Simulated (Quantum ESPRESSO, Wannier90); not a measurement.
# KTaO3 (cubic perovskite): Wannier90 run

```yaml
crystal:
  lattice:
    - [3.99488, 0.00000, 0.00000]
    - [0.00000, 3.99488, 0.00000]
    - [0.00000, 0.00000, 3.99488]
  atoms:
    - { symbol: K, position: [0.50000, 0.50000, 0.50000] }
    - { symbol: Ta, position: [0.00000, 0.00000, 0.00000] }
    - { symbol: O, position: [0.00000, 0.50000, 0.00000] }
    - { symbol: O, position: [0.50000, 0.00000, 0.00000] }
    - { symbol: O, position: [0.00000, 0.00000, 0.50000] }
```

Materials Project entry mp-3614; symmetrised, unrelaxed at this level. COD (Crystallography Open Database) records the formula in this space group. Ideal cubic forms of this type are often high-temperature phases that distort on cooling; symmetry holds the cell here, and its stability was not tested. Method: PBEsol plane waves in Quantum ESPRESSO 7.5 (PseudoDojo norm-conserving files, 68 Ry, no spin polarisation, no spin-orbit coupling), Bloch states on a 8×8×8 mesh through Γ, Wannier90 4.0.1. Density: 8×8×8 mesh, cold smearing 0.01 Ry. Spin-orbit coupling is left out although heavy elements are present.

Valence charges of the files: K 9, Ta 13, O 6. 38 bands were computed.

Isolated groups of bands, relative to the valence-band maximum (bands from 21 on overlap up to the last one computed):

```json
[
 {"bands": "1", "from (eV)": "-67.52", "to (eV)": "-67.51", "filling": "filled", "weight on atomic waves": "Ta 5s 96 %"},
 {"bands": "2–4", "from (eV)": "-34.11", "to (eV)": "-34.01", "filling": "filled", "weight on atomic waves": "Ta 5p 97 %"},
 {"bands": "5", "from (eV)": "-27.10", "to (eV)": "-27.04", "filling": "filled", "weight on atomic waves": "K 3s 97 %"},
 {"bands": "6–8", "from (eV)": "-17.40", "to (eV)": "-15.75", "filling": "filled", "weight on atomic waves": "O 2s 82 %, Ta 5d 9 %, Ta 6s 4 %"},
 {"bands": "9–11", "from (eV)": "-10.99", "to (eV)": "-10.57", "filling": "filled", "weight on atomic waves": "K 3p 96 %"},
 {"bands": "12–20", "from (eV)": "-5.56", "to (eV)": "0.00", "filling": "filled", "weight on atomic waves": "O 2p 82 %, Ta 5d 13 %"}
]
```

Wanted is a model with the orbitals Ta d, O p, without the filled groups that are mainly made of other shells (semicore states, and anion s where it isn't named); all higher bands stay in for disentanglement.

### Question
Give num_wann, exclude_bands and num_bands, and the number of electrons that the model holds.

### Answer
Electrons: 1×9 + 1×13 + 3×6 = 40, which fill 20 bands.
num_wann = 1×5 + 3×3 = 14.
exclude_bands = 1-11, 11 bands, so num_bands = 38 − 11 = 27.
The model holds 40 − 2×11 = 18 electrons. With the window frozen to 3.64 eV it follows pw.x to 0.5 meV rms (states up to 3.1 eV relative to the valence-band maximum).
